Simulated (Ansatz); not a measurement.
Input:

P2W:
Space group C2/m (No. 12); a = 8.4173 Å, b = 3.1343 Å, c = 7.4105 Å, α = 90.00°, β = 119.23°, γ = 90.00°

| atom | site | symmetry | x | y | z |
|---|---|---|---|---|---|
| P | 4i | m | 0.1386 | 0.0000 | 0.0249 |
| P | 4i | m | 0.3988 | 0.0000 | 0.6005 |
| W | 4i | m | 0.1577 | 0.0000 | 0.7061 |
(The calculation used a cell of 6 atoms; values per cell refer to that cell.)

This is the LDA-relaxed structure.

Problem. All from LDA (plane waves, PAW; program Ansatz), unless another level is named. Give the highest zone-centre frequency.

Solution. 492 cm^-1.

Problem. What about the bulk modulus (Birch–Murnaghan fit)?

Solution. 210 GPa.

The workflow started from a Materials Project entry (that database holds measured and hypothetical structures alike); the Crystallography Open Database files this formula in space group No. 12, but the cells were not matched. Its standing as an ambient phase is unchecked. The LDA relaxation kept the symmetry of its start; its stability against distortions is not shown here. No spin polarisation was allowed. As this level gives no gap, phonon frequencies hold no LO–TO term and depend on the k-mesh and smearing (Fermi–Dirac, 0.1 eV here). Spin–orbit coupling is left out wherever it is not named.

Potentials: the earlier of the program's two PAW sets. The files were generated under PBE; for other functionals the program regenerates the frozen cores, and for LDA and PBEsol the local potential too.
